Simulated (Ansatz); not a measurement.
## LiAu₄Se₄Cl₄O₁₂: a run for the field gradients

```yaml
crystal:
  lattice:
    - [4.7608418539, 0.0, 0.0]
    - [0.3164114357, 10.0745600512, 0.0]
    - [1.1773852163, 1.7932668322, 10.8592855653]
  atoms:
    - { symbol: Li, position: [0.536208, 0.237382, 0.870891] }
    - { symbol: Se, position: [0.728581, 0.860953, 0.271675] }
    - { symbol: Se, position: [0.225573, 0.724872, 0.899148] }
    - { symbol: Se, position: [0.836546, 0.290499, 0.107978] }
    - { symbol: Se, position: [0.191516, 0.141875, 0.704121] }
    - { symbol: Au, position: [0.014956, 0.585534, 0.178512] }
    - { symbol: Au, position: [0.016561, 0.008422, 0.995864] }
    - { symbol: Au, position: [0.014671, 0.424227, 0.819218] }
    - { symbol: Au, position: [0.961961, 0.993411, 0.496753] }
    - { symbol: Cl, position: [0.421427, 0.461507, 0.680265] }
    - { symbol: Cl, position: [0.658148, 0.501769, 0.324932] }
    - { symbol: Cl, position: [0.212906, 0.190182, 0.430044] }
    - { symbol: Cl, position: [0.70617, 0.799059, 0.558348] }
    - { symbol: O, position: [0.684012, 0.953325, 0.127374] }
    - { symbol: O, position: [0.696672, 0.352039, 0.969896] }
    - { symbol: O, position: [0.029733, 0.762408, 0.243216] }
    - { symbol: O, position: [0.106594, 0.182466, 0.05858] }
    - { symbol: O, position: [0.090034, 0.409526, 0.114151] }
    - { symbol: O, position: [0.944801, 0.836111, 0.933029] }
    - { symbol: O, position: [0.328893, 0.659772, 0.04378] }
    - { symbol: O, position: [0.906927, 0.236264, 0.755789] }
    - { symbol: O, position: [0.915188, 0.988829, 0.318499] }
    - { symbol: O, position: [0.976004, 0.616795, 0.870268] }
    - { symbol: O, position: [0.316054, 0.07291, 0.848373] }
    - { symbol: O, position: [0.007644, 0.003611, 0.676917] }
kpoints:
  mp_grid: { grid: [7, 4, 3] }
scf:
  occupations: { method: fermi_dirac, width: 0.05 }
  convergence: { dr2_threshold: -1.0e-06 }
  max_iter: 75
hamiltonian:
  xc: pbe
  pseudopotentials: { kind: paw }
output:
  forces: true
  stress: true
  populations: true
  efg:
    quadrupole_moments_barn: { Li: -0.0401, Au: 0.547, Cl: -0.08112, O: -0.02558 }
    contact_densities: true
```

```sh
ansatz run input.yaml --threads 2 --pin off --max-ram 5120MiB --backend cpu --events-out ev --progress --plain --runs-dir out
```

(1) What happens when this input is run?

Answers

(1) The input was rejected before any iteration. The input holds an SCF threshold far outside the usual range. The program says:

```
Error: invalid value for `scf.convergence.dr2_threshold`: must be finite and > 0; got -0.000001 eV
```

Against a sound input the change was `scf.convergence.dr2_threshold`: not typed → -1e-06; `scf.max_iter`: not typed → 75.

With the sound settings the run converges and gives V_zz (10²¹ V/m²) Li 0.21 (η 0.99), Se2 -29.7 (η 0.11), Se3 -30.6 (η 0.13), Se4 -29.9 (η 0.14), Se5 -30.4 (η 0.20), Au6 9.03 (η 0.93), among others; a site carries the number of its first atom in the input. The largest force is 0.3 eV/Å, so the atoms aren't at the calculated equilibrium and relaxing them would move these values. With no gap above 0.1 eV, as in a metal, the gradients converge slowly in k; expect changes of a tenth or more on a denser mesh. Spin–orbit coupling is left out, which shifts gradients on Au by a few per cent in wide-gap crystals, and can shift them far more where the calculated gap is small or absent, as here. With these PAW files V_zz is typically within 2 to 3 % of all-electron values, but misses above 10 % occur on Li.
